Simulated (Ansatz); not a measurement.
Input and output for bcc V (100), 1 layer: DFT, PBE, all-electron LAPW, scalar-relativistic (Ansatz 0.2.0).

The slab is cut from a bulk crystal relaxed on PAW files (its atoms may have been relaxed since).

Command: `ansatz run input.yaml --threads 1 --pin off --max-ram 3584MiB --backend cpu --events-out ev --progress --plain --runs-dir out` It took 7.7 s on 1 thread of Arm Neoverse V2, on a shared host, peak memory 0.31 GiB.

```yaml
crystal:
  lattice:
    - [2.9970992482, 0.0, 0.0]
    - [0.0, 2.9970992482, 0.0]
    - [0.0, 0.0, 16.0]
  atoms:
    - { symbol: V, position: [0.0, 0.0, 0.5] }
kpoints:
  mp_grid: { grid: [11, 11, 1] }
scf:
  occupations: { method: fermi_dirac, width: 0.05 }
hamiltonian:
  xc: pbe
  pseudopotentials: { kind: all_electron, lapw: { basis_error: 0.001 } }
output:
  forces: true
  stress: true
  eigenvalues: true
  populations: true
  dos: { projected: true, de: 0.2, e_range: [-14, 8] }
efield:
  axis: 3
  amplitude: 0
  dipole_correction: true
```

Output:

```
V: projections on atomic orbitals take those of the free atom 1s2 2s2 2p6 3s2 3p6 3d3 4s2, of charge +0.00 (hamiltonian.pseudopotentials.projection_atoms)
LAPW: plane waves up to 7.040 Å⁻¹, error target 1.0e-3 eV per atom; small_component_spin mean_spin; V in spheres of 1.499 Å, 13 of its electrons in bands, Dirac shells [] (how accurate: hamiltonian.pseudopotentials.lapw.basis_error, Limitations)
Engine: ansatz 0.2.0
Pseudopotentials: kind: all_electron
Pseudopotential: V, LAPW, valence charge 13, lapw/all_electron/scalar/gaussian/V, Koelling and Harmon's equation, gaussian nucleus
Functional definition: PBE
  parameter kappa = 0.804
  parameter beta = 0.06672455060314922
  exchange = pbe_x(kappa = kappa, mu = beta*pi^2/3)
  correlation = pbe_c(beta = beta)
Crystal: 1 atoms, lattice volume = 143.722 Å³
Basis set: ecut = 188.83039293264554 eV, 887 PW (Γ), exchange–correlation at level 2
Bands: 11, of which v1, the nominal top of the filled ones, is band 7 counted from 1 (6 counted from 0)
Symmetry: 8 space group operations
k-points: 21 of 121
Non-local potential: V, projectors of the file, none
Initial density: superposition of atomic densities (neutral atoms: chi_scale 0, normalization atom)
Initial wavefunctions: plane waves of lowest kinetic energy (no species holds an atomic orbital)
Functional: x = pbe(κ = 0.804, μ = 0.2195149727645171), c = pbe(β = 0.06672455060314922)
iter 1 solved again at ethr=7.90e-3 eV; its pass at ethr=1.00e-1 eV (dr2=1.03e0 eV) is discarded
SCF iter   1: F=—  HF=-25828.457582 eV  |F-HF|=—  |Δ(HF+E_count)|=         —  Δρ=1.55e-2  dr2=1.03e0  ethr=7.90e-3  p=0.000 e·Å  D=9.64e-16 V/Å  ΔV_dip=-0.00 eV  dr2_dipole=1.94e-29  V_vac-E_F(+/−)=6.03/6.03 eV  ⟨swp⟩=2.0  Hψ=1622  notcnv=0
efield: sawtooth ramp at fractional position 0.9500 (placed from the atoms, in the widest stretch of the axis that holds none; the zero of the levels goes with the place), width 0.1000; the density the first Hamiltonian is built on has a dipole p = 0.000 e·Å; the dipole correction subtracts the counter field D = 5.16e-15 V/Å, which shifts the + side's vacuum level by -0.00 eV against the − side's; the planar-averaged density in the ramp window peaks in size at 1.3e-6 e/Å³
preconditioner: auto → LDOS  [metal: Δε(μ)=0.012 eV  Ē_g=2.400 eV  σ=0.050 eV  W_gap=0.06  n_scr=8 (ndim 8)  ℏωp=6.9 eV  f_vac=0.675  D(μ)=4.83/eV (n_scr^D=40)  β→1.0]
SCF iter   2: F=—  HF=-25828.245122 eV  |F-HF|=—  |Δ(HF+E_count)|=   2.12e-1  Δρ=1.05e-2  dr2=1.28e-1  ethr=7.90e-3  p=-0.000 e·Å  D=-1.39e-13 V/Å  ΔV_dip=0.00 eV  dr2_dipole=3.47e-25  V_vac-E_F(+/−)=4.78/4.78 eV  ⟨swp⟩=3.0  Hψ=771  notcnv=0
SCF iter   3: F=—  HF=-25828.141999 eV  |F-HF|=—  |Δ(HF+E_count)|=   1.03e-1  Δρ=3.80e-3  dr2=1.01e-1  ethr=9.83e-4  p=0.000 e·Å  D=5.18e-11 V/Å  ΔV_dip=-0.00 eV  dr2_dipole=4.16e-20  V_vac-E_F(+/−)=4.97/4.97 eV  ⟨swp⟩=3.0  Hψ=767  notcnv=0
iter 4 solved again at ethr=7.51e-5 eV; its pass at ethr=7.77e-4 eV (dr2=9.76e-3 eV) is discarded
SCF iter   4: F=—  HF=-25828.122334 eV  |F-HF|=—  |Δ(HF+E_count)|=   1.97e-2  Δρ=1.06e-3  dr2=9.60e-3  ethr=7.51e-5  p=0.000 e·Å  D=1.07e-7 V/Å  ΔV_dip=-0.00 eV  dr2_dipole=2.23e-13  V_vac-E_F(+/−)=4.51/4.51 eV  ⟨swp⟩=2.0  Hψ=1229  notcnv=0
SCF iter   5: F=—  HF=-25828.123314 eV  |F-HF|=—  |Δ(HF+E_count)|=         —  Δρ=2.87e-4  dr2=4.27e-4  ethr=7.38e-5  p=0.000 e·Å  D=5.09e-8 V/Å  ΔV_dip=-0.00 eV  dr2_dipole=2.10e-14  V_vac-E_F(+/−)=4.24/4.24 eV  ⟨swp⟩=2.8  Hψ=731  notcnv=0
the basis was enlarged: its passes take 213.7 KiB over the memory plan, 1 of 1 planned eigensolver slots
SCF iter   6: F=—  HF=-25828.123545 eV  |F-HF|=—  |Δ(HF+E_count)|=   2.31e-4  Δρ=6.35e-5  dr2=2.25e-5  ethr=3.29e-6  p=0.000 e·Å  D=5.37e-8 V/Å  ΔV_dip=-0.00 eV  dr2_dipole=1.55e-13  V_vac-E_F(+/−)=4.17/4.17 eV  ⟨swp⟩=3.0  Hψ=740  notcnv=0
SCF iter   7: F=—  HF=-25828.123528 eV  |F-HF|=—  |Δ(HF+E_count)|=   1.71e-5  Δρ=4.12e-5  dr2=1.40e-6  ethr=1.73e-7  p=0.000 e·Å  D=1.87e-8 V/Å  ΔV_dip=-0.00 eV  dr2_dipole=6.61e-16  V_vac-E_F(+/−)=4.16/4.16 eV  ⟨swp⟩=3.0  Hψ=748  notcnv=0
SCF iter   8: F=—  HF=-25828.123533 eV  |F-HF|=—  |Δ(HF+E_count)|=   5.01e-6  Δρ=5.59e-6  dr2=6.58e-8  ethr=1.08e-8  p=0.000 e·Å  D=6.27e-9 V/Å  ΔV_dip=-0.00 eV  dr2_dipole=9.88e-18  V_vac-E_F(+/−)=4.16/4.16 eV  ⟨swp⟩=3.0  Hψ=743  notcnv=0
SCF iter   9: F=-25828.123533 eV  HF=-25828.123533 eV  |F-HF|=1.09e-8  |Δ(HF+E_count)|=   7.36e-8  Δρ=1.34e-6  dr2=2.06e-9  ethr=5.06e-10  p=0.000 e·Å  D=3.14e-9 V/Å  ΔV_dip=-0.00 eV  dr2_dipole=1.34e-17  V_vac-E_F(+/−)=4.16/4.16 eV  ⟨swp⟩=3.0  Hψ=747  notcnv=0
SCF 1 converged in 9 iterations: F = -25828.123533 eV  dr2 = 2.06e-9
SCF converged after 9 iterations
Free energy (F): -25828.123533 eV
Harris-Foulkes:  -25828.123533 eV  (|F-HF|=1.09e-8)
Internal energy: -25828.077338 eV  (E = F + TS)
E sigma→0 (E₀):  -25828.100436 eV
Entropy (-TS):   -0.046195 eV (-46.195 meV/atom)
Fermi energy:    -1.908458 eV
Dipole field:    D = 0.000000 V/Å  (p = 0.000000 e·Å, saw-weighted, corrected)
Work function:   Φ+ = 4.1569 eV   Φ− = 4.1569 eV
Levels:          The Fermi level and band energies are counted from a zero that moves with the ramp; work functions are not
--- Per-component energies (eV) ---
  E_band       = -386.818183
  E_kinetic    = 26093.327495
  E_xc         = -1231.493692
  E_efield     = 0.000000  (sawtooth field / dipole correction)
  E_electrostatic = -50689.911141  (all electrons and nuclei)
  E_smearing   = -0.046195  (= −TS)
  E_closure    = 0.000000  (closes the sum)
  E_atoms      = -25823.683572  (free atoms, spherical and without spin; not in F)
  Σ components = -25828.123533   (vs F -25828.123533, Δ=0.00e0)
  Basis errors (estimates in eV, not in F): energy 4.8e-4 per atom: plane waves 4.3e-4 (2.7e-4 summed), levels above the bands 5.8e-34, relativity 1.8e-8, radial functions 4.5e-5, core shells 1.9e-9; eigenvalues (radial functions only) 1.2e-6; not estimated: angular momenta, meshes, grids; target (lapw.basis_error) 1.0e-3; muffin-tin radii V 1.499 Å
--- Forces (eV/Å), atoms counted from 1 ---
  atom   1  V      0.00000000     0.00000000    -0.00000000
  max |Σ_I F_I| component: 3.05e-9 eV/Å
--- Stress (GPa, compression-positive) ---
       -5.568052       0.000000      -0.000000
        0.000000      -5.568052       0.000000
       -0.000000       0.000000       0.000209
  P = ⅓ Tr σ = -3.7120 GPa (-37.120 kbar)
--- Band table (eV; the first three rows and the last of 21) ---
  k-point 0: bands = ["-66.3204", "-40.3652", "-39.9706", "-39.9706", "-5.3513", "-2.7445", "-2.1588", "-1.1901", "-0.9642", "-0.9642", "-0.2693"]
  k-point 1: bands = ["-66.3193", "-40.3641", "-39.9826", "-39.9696", "-5.1931", "-2.6809", "-2.1113", "-1.4970", "-0.9548", "-0.5954", "-0.3381"]
  k-point 2: bands = ["-66.3162", "-40.3610", "-40.0147", "-39.9670", "-4.7390", "-2.5028", "-1.9740", "-1.8572", "-0.9295", "-0.5161", "-0.0221"]
  k-point 20: bands = ["-66.2925", "-40.3375", "-40.1016", "-40.1015", "-2.9943", "-2.0543", "-2.0281", "-1.1844", "0.0685", "2.2772", "3.0132"]
--- Löwdin populations: 1 site ---
  site symbol       q [e]
     0      V     22.8628
  spilling = 0.005963 (of n_electrons = 23.000000)
```

populations.tsv:

```
# site	symbol	l	j	q
# orbitals = lowdin
# n_electrons = 23.000000
# spilling = 0.005963
# projection_atom_V: 1s2 2s2 2p6 3s2 3p6 3d3 4s2
0	V	0_1S	-	1.999995
0	V	0_2S	-	1.999738
0	V	0_3S	-	1.992808
0	V	0_4S	-	1.066648
0	V	1_2P	-	5.999995
0	V	1_3P	-	5.997590
0	V	2_3D	-	3.806070
```

Next run (no images along the normal), as changes to the input before:

```diff
+  periodic: [true, true, false]
 kpoints:
   eigenvalues: true
-  populations: true
-  dos: { projected: true, de: 0.2, e_range: [-14, 8] }
-efield:
-  axis: 3
-  amplitude: 0
-  dipole_correction: true
```

Results part of the output:

```
Warning: crystal.periodic: the lattice vector that does not repeat stood 0.000° off the slab's normal, 16.000 Å along it as the deck builds it. The run solves the slab on a vector along the normal, 23.800 Å long, with every atom where it was (on the deck's vector they left 16.00 Å outside them, and the widest stretch free of ions among them is 0.00 Å). A fractional position that the run reports is
SCF 1 converged in 11 iterations: F = -25828.123530 eV  dr2 = 3.74e-9
SCF converged after 11 iterations
Free energy (F): -25828.123530 eV
Harris-Foulkes:  -25828.123530 eV  (|F-HF|=3.82e-10)
Internal energy: -25828.077336 eV  (E = F + TS)
E sigma→0 (E₀):  -25828.100433 eV
Entropy (-TS):   -0.046194 eV (-46.194 meV/atom)
Fermi energy:    -4.156868 eV
--- Per-component energies (eV) ---
  E_band       = -416.047471
  E_kinetic    = 26093.321984
  E_xc         = -1231.493294
  E_electrostatic = -50689.906026  (all electrons and nuclei)
  E_smearing   = -0.046194  (= −TS)
  E_closure    = 0.000000  (closes the sum)
  E_atoms      = -25823.683572  (free atoms, spherical and without spin; not in F)
  Σ components = -25828.123530   (vs F -25828.123530, Δ=0.00e0)
  Basis errors (estimates in eV, not in F): energy 4.7e-4 per atom: plane waves 4.3e-4 (2.7e-4 summed), levels above the bands 1.1e-34, relativity 1.8e-8, radial functions 4.5e-5, core shells 1.9e-9; eigenvalues (radial functions only) 1.2e-6; not estimated: angular momenta, meshes, grids; target (lapw.basis_error) 1.0e-3; muffin-tin radii V 1.499 Å
--- Forces (eV/Å), atoms counted from 1 ---
  atom   1  V      0.00000000     0.00000000     0.00000000
  max |Σ_I F_I| component: 1.73e-31 eV/Å
--- 2D stress c σ (N/m, compression-positive) ---
       -8.908954       0.000000       0.000000
        0.000000      -8.908954       0.000000
        0.000000       0.000000       0.000000
  P = ½ c Tr σ = -8.9090 N/m
--- Band table (eV; the first three rows and the last of 21) ---
  k-point 0: bands = ["-68.5688", "-42.6136", "-42.2190", "-42.2190", "-7.5997", "-4.9929", "-4.4072", "-3.4387", "-3.2126", "-3.2126", "-2.5177"]
  k-point 1: bands = ["-68.5677", "-42.6124", "-42.2310", "-42.2180", "-7.4416", "-4.9293", "-4.3597", "-3.7455", "-3.2032", "-2.8439", "-2.5865"]
  k-point 2: bands = ["-68.5646", "-42.6094", "-42.2631", "-42.2154", "-6.9875", "-4.7513", "-4.2223", "-4.1056", "-3.1779", "-2.7645", "-2.2708"]
  k-point 20: bands = ["-68.5408", "-42.5859", "-42.3501", "-42.3499", "-5.2427", "-4.3027", "-4.2765", "-3.4327", "-2.1799", "0.0288", "0.7647"]
  the weakly bound empty levels are not read free of the cell's end (augmented_plane_waves)
```

The cell is 1×1, so reconstructions are forbidden, and in slabs of four or five layers the relaxations can be far larger than at a real surface.
